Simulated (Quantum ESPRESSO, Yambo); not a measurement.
# G0W0 results for CdClOH monolayer at +5 % biaxial strain

```
CELL_PARAMETERS angstrom
      3.82827     0.00000     0.00000
     -1.91413     3.31538     0.00000
      0.00000     0.00000    16.50000
ATOMIC_POSITIONS crystal
  H  0.00000 0.00000 0.10095
  O  0.00000 0.00000 0.04218
  Cl 0.33333 0.66667 0.89905
  Cd 0.66667 0.33333 0.98411
```

The PBEsol cell relaxed from Materials Project entry mp-644222 was given a biaxial strain of +5 % in the plane, and the atoms were relaxed again, with the Coulomb interaction truncated along z.

Starting point: norm-conserving PBEsol (Quantum ESPRESSO, 102 Ry, scalar-relativistic). G0W0 in Yambo: 6×6×1 Γ-centred k mesh, bands 5 to 100 and a 6 Ry block in the screening, 100 bands in G with the Bruneval-Gonze terminator, plasmon pole fitted at 27.2 eV, slab-truncated Coulomb interaction, stochastic integration of W near q = 0.

- PBEsol gap along the band path = 2.72 eV
- PBEsol gap between the mesh's edge points (M → Γ) = 2.72 eV
- G0W0 gap between the same points = 5.41 eV
- PBEsol smallest direct gap on the mesh (at Γ) = 2.73 eV
- G0W0 direct gap at that point = 5.51 eV

| k point | band | E PBEsol (eV) | E QP (eV) | shift (eV) | Z |
|---|---|---|---|---|---|
| Γ | VB | -0.01 | -1.63 | -1.62 | 0.81 |
| Γ | CB | 2.72 | 3.88 | 1.15 | 0.87 |
| M | VB | 0.00 | -1.54 | -1.54 | 0.80 |
| M | CB | 5.13 | 7.04 | 1.91 | 0.84 |
| K | VB | -0.05 | -1.64 | -1.59 | 0.80 |
| K | CB | 5.74 | 7.89 | 2.15 | 0.83 |

Energies count from the PBEsol valence-band maximum.

Convergence of the G0W0 settings was not tested.

Spin-orbit splittings are left out.

This is a model layer cut from the bulk structure; whether it is stable on its own was not checked.
